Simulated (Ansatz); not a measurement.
The start is a generated trial cell of Au in the diamond structure type. Cell shape, volume and atoms are optimised at zero target pressure with PBEsol (plane waves to 420 eV, PAW, scalar-relativistic; Ansatz, a program for electronic structure). The first steps use a coarse 10×10×10 k-mesh.

Input geometry:
```
CELL_PARAMETERS angstrom
      0.00000     2.89208     2.89208
      2.89208     0.00000     2.89208
      2.89208     2.89208     0.00000
ATOMIC_POSITIONS crystal
  Au 0.25000 0.25000 0.25000
  Au 0.00000 0.00000 0.00000
```

* **Outcome**: The space group stays Fd-3m (No. 227) (the run could not lower it); the end is diamond type, with 2 atoms in the primitive cell
* **Energy released**: 0.10 eV/atom
* **Volume change**: +13.0 %, from 24.19 to 27.33 Å³/atom
* **Shortest distances (start → end)**: The closest pairs of elements (up to four, under 3.6 Å), start → end: Au–Au 2.50 → 2.61 Å
* **Band gap at the end**: zero (metallic)
* **Optimiser moves**: 7

Final structure:

```cif
data_Au8
_chemical_formula_sum 'Au8'
_space_group_name_H-M_alt 'Fd-3m :1'
_space_group_IT_number 227
_space_group_name_Hall 'F 4d 2 3 -1d'
_cell_length_a 6.02462
_cell_length_b 6.02462
_cell_length_c 6.02462
_cell_angle_alpha 90.000
_cell_angle_beta 90.000
_cell_angle_gamma 90.000
loop_
_atom_site_label
_atom_site_type_symbol
_atom_site_symmetry_multiplicity
_atom_site_Wyckoff_symbol
_atom_site_fract_x
_atom_site_fract_y
_atom_site_fract_z
_atom_site_occupancy
Au1 Au 8 a 0.00000 0.00000 0.00000 1
```
(The calculation used a cell of 2 atoms; values per cell refer to that cell.)

Final values are on a 13×13×13 k-mesh of the relaxed cell. No spin polarisation in the result.

The run could not lower the symmetry of its start; a shaken copy of this end point relaxes with PBEsol to Fm-3m (No. 225), 0.94 eV/atom lower.

The relaxed structure here is a generated cell of Au: the first start was made by placing the elements on the sites of a structure type, and the end was not matched to a known phase here, so it may be hypothetical. Known forms of Au include space group No. 225.
